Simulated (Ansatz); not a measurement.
GaAs:
Space group P4₂/mnm (No. 136); a = 6.9161 Å, b = 6.9161 Å, c = 4.0038 Å, α = 90.00°, β = 90.00°, γ = 90.00°

| atom | site | symmetry | x | y | z |
|---|---|---|---|---|---|
| Ga | 4g | m.2m | 0.1760 | 0.1760 | 0.5000 |
| As | 4f | m.2m | 0.3178 | 0.3178 | 0.0000 |

Relaxed with PBEsol. PBEsol in the plane-wave PAW code Ansatz gives a gap of 0.48 eV.

### Question
What gap does HSE06 give on the same cell (Ansatz, PAW)?

### Answer
1.35 eV, 0.86 eV more. The hybrid was solved on a coarser mesh and at special points; the gap given is the minimum over both.

| k | v1 PBEsol | c1 PBEsol | v1 HSE06 | c1 HSE06 |
|---|---|---|---|---|
| Γ | 0.00 | 0.48 | 0.00 | 1.43 |
| Z | -2.18 | 2.24 | (withheld) | (withheld) |
| M | -1.27 | 1.72 | (withheld) | (withheld) |
| A | -1.63 | 0.62 | -1.76 | 1.35 |
| R | -1.20 | 1.67 | (withheld) | (withheld) |
| X | -0.70 | 1.73 | (withheld) | (withheld) |

### Question
Top valence (v1) and lowest conduction level (c1) in eV from each method's valence maximum (which need not be a listed point): supply the withheld HSE06 values.

### Answer

- R, v1 HSE06: -1.32
- R, c1 HSE06: 2.37
- X, v1 HSE06: -0.80
- X, c1 HSE06: 2.49
- Z, v1 HSE06: -2.34
- Z, c1 HSE06: 2.96
- M, v1 HSE06: -1.41
- M, c1 HSE06: 2.56

Cost on shared cores: the PBEsol run (SCF on a 4×4×7 mesh, then bands and DOS) about 3 core-minutes (a rough figure), the HSE06 run (SCF on 3×3×4, then a few points) roughly 6 core-minutes; the tasks are unlike.

Space group P4_2/mnm. The start of the workflow was typed in or built on a structure type; neither database checked (COD, Materials Project) lists it. It is not the phase usual at ambient conditions (space group No. 216). The cell was relaxed with PBEsol under the symmetry of its start; whether a distortion lowers the energy is not shown. The volume moved by 16 % from the start of the relaxation. Scalar-relativistic: spin–orbit coupling is off unless named, which matters more the heavier the elements.

Potentials: the earlier of the program's two PAW sets. The files were generated under PBE; for other functionals the program regenerates the frozen cores, and for LDA and PBEsol the local potential too.
